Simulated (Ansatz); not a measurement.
## LaYbS3 in Ansatz, relaxation

The input file (Ansatz 0.2.0, plane waves):

```yaml
crystal:
  lattice:
    - [3.92198, 0.0, 0.0]
    - [1.96099, -6.31307, 0.0]
    - [0.0, 0.0, -9.509587]
  atoms:
    - { symbol: Yb, position: [0.0, 0.0, 0.0] }
    - { symbol: Yb, position: [0.0, 0.0, 0.5] }
    - { symbol: S, position: [0.3585, 0.283, 0.9389] }
    - { symbol: S, position: [0.6415, 0.717, 0.4389] }
    - { symbol: S, position: [0.6415, 0.717, 0.0611] }
    - { symbol: S, position: [0.3585, 0.283, 0.5611] }
    - { symbol: S, position: [0.0835, 0.833, 0.75] }
    - { symbol: S, position: [0.9165, 0.167, 0.25] }
    - { symbol: La, position: [0.74651, 0.50698, 0.75] }
    - { symbol: La, position: [0.25349, 0.49302, 0.25] }
kpoints:
  mp_grid: { grid: [5, 5, 2], shift: [0, 0, 0] }
magnetization:
  spin_polarized: false
scf:
  occupations: { method: fermi_dirac }
  lower_state_search: "off"
hamiltonian:
  pseudopotentials: { kind: paw }
  xc: r2scan
basis:
  ecutwfc: 500
  fft_grid_basis: typed
relax:
  max_steps: 40
  cell: { p_target: 20.0 }
output:
  forces: true
  stress: true
  eigenvalues: true
  bader: true
  populations: true
  elf: true
  write_potential: true
  volumetric_format: npy
  dos:
    e_range: [-12, 8]
    de: 0.05
    projected: { site_lists: { La: [La], S: [S], Yb: [Yb] } }
  write_density: true
checkpoint:
  read: saved_state
```

Run with:

```bash
ansatz run input.yaml --threads 2 --pin off --max-ram 2560MiB --backend cpu --events-out ev --progress --plain --runs-dir out
```

Origin of the cell: a database entry, scaled a little.

The smearing width isn't typed, so it takes its default of 0.1 eV.

The saved state is a converged single point of the same cell.

Steps («new basis» is an SCF on plane waves selected anew at the same cell):

| step | ΔH (meV/atom) | max force component (eV/Å) | P (GPa) | volume (Å³) | SCF iterations | step was |
| --- | --- | --- | --- | --- | --- | --- |
| 1 | 0.0 | 0.122 | 1.54 | 235.45 | 11 | accepted |
| 2 | -230.1 | 0.605 | 17.52 | 203.19 | 14 | accepted |
| 3 | -242.2 | 0.507 | 20.53 | 197.81 | 12 | accepted |
| 4 | -248.3 | 0.469 | 21.12 | 195.59 | 13 | accepted |
| 5 | -251.9 | 0.146 | 20.31 | 195.92 | 12 | accepted |
| 6 | -252.3 | 0.048 | 19.97 | 196.07 | 10 | accepted |
| 7 | -252.4 | 0.004 | 20.01 | 196.00 | 9 | accepted |
| 8 | -251.9 | 0.004 | 20.00 | 196.00 | 9 | new basis |

Before:

Space group Cmcm (No. 63); the run's cell has a = 3.922 Å, b = 6.611 Å, c = 9.510 Å, α = 90.00°, β = 90.00°, γ = 72.74°. Shortest distances: S–Yb 2.60 Å, La–S 2.84 Å, S–S 3.56 Å.

The relaxed structure.

Space group Cmcm (No. 63); the run's cell has a = 3.789 Å, b = 5.796 Å, c = 9.444 Å, α = 90.00°, β = 90.00°, γ = 70.92°. Shortest distances: S–Yb 2.46 Å, La–S 2.78 Å, S–S 3.11 Å.

```xyz
10
Lattice="3.7885 0.0000 0.0000 1.8943 -5.4780 0.0000 0.0000 0.0000 -9.4440" Properties=species:S:1:pos:R:3 pbc="T T T"
Yb    0.0000    0.0000    0.0000
Yb    0.0000    0.0000   -4.7220
S     1.8943   -1.6419   -8.8801
S     3.7885   -3.8361   -4.1581
S     3.7885   -3.8361   -0.5639
S     1.8943   -1.6419   -5.2859
S     1.8943   -4.8043   -7.0830
S     3.7885   -0.6737   -2.3610
La    3.7885   -2.7744   -7.0830
La    1.8943   -2.7036   -2.3610
```

```yaml
Enthalpy_lowered_by: 251.9 meV/atom
Volume_change: -16.76 %
Final_pressure: 20.00 GPa
Relaxation_steps_listed: 8
Gap_on_the_mesh: none (metal)
```

Caveats: f shells without a U or exact exchange are poorly placed; no spin polarisation, so a magnetic state may lie lower; no spin-orbit coupling, though heavy elements are present; the k mesh is coarse if the cell is a metal; the relaxation held the start's symmetry, so the end may be a saddle point.

The run took 5.5 min on 2 threads of Arm Neoverse V1, on a shared host, peak memory 1.2 GiB, from a saved density.
